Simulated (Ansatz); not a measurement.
One crystal and one scan (scan of one atom of the cell) at two levels, r2SCAN (plane waves to 500 eV, PAW, scalar-relativistic; Ansatz, a quantum-chemistry and plane-wave program) and PBE (plane waves to 420 eV, PAW, scalar-relativistic; Ansatz), each from its own relaxed cell and on its own mesh. The cell shown is that of r2SCAN.

Relaxed GaP (zinc blende):

```xyz
2
Lattice="0.0000 2.7257 2.7257 2.7257 0.0000 2.7257 2.7257 2.7257 0.0000" Properties=species:S:1:pos:R:3 pbc="T T T"
P      4.0885     4.0885     4.0885
Ga     0.0000     0.0000     0.0000
```

Scan: atom 2 (Ga, nearest neighbour P at 2.361 Å; its periodic images, 3.9 Å or more away, move with it) is displaced along Cartesian x, direction (1.000, 0.000, 0.000) in Cartesian axes, by s. The other atoms stay.

Energies are smeared free energies. GaP was relaxed with its symmetry unable to fall. As the smearing reaches across the gap at some points, energies and forces of such displacements shift with the k mesh and the smearing. Percentages come from the unrounded values.

Results of r2SCAN:

| Item | Value |
|---|---|
| Lattice constant a (Å) | 5.451 |
| Force constant k = d²E/ds² at s = 0 (finite differences) (eV/Å²) | 10.20 |
| Shape of the curve | a single well with its minimum at or next to zero displacement |

**Question.** What does PBE give for the same quantities?

**Answer.** 
```json
[
 {"quantity": "Lattice constant a (Å)", "PBE": "5.506", "r2SCAN − PBE": "-0.055 (-1.0 %)"},
 {"quantity": "Force constant k = d²E/ds² at s = 0 (finite differences) (eV/Å²)", "PBE": "9.37", "r2SCAN − PBE": "+0.83 (+8.9 %)"}
]
```

r2SCAN gives the higher value for: force constant k = d²E/ds² at s = 0. r2SCAN gives the lower value for: lattice constant a. Both give the same shape of the curve: a single well with its minimum at or next to zero displacement.

(For displaced atoms, the force is minus the slope of the energy, and its curvature is a force constant, which sets phonon frequencies.)
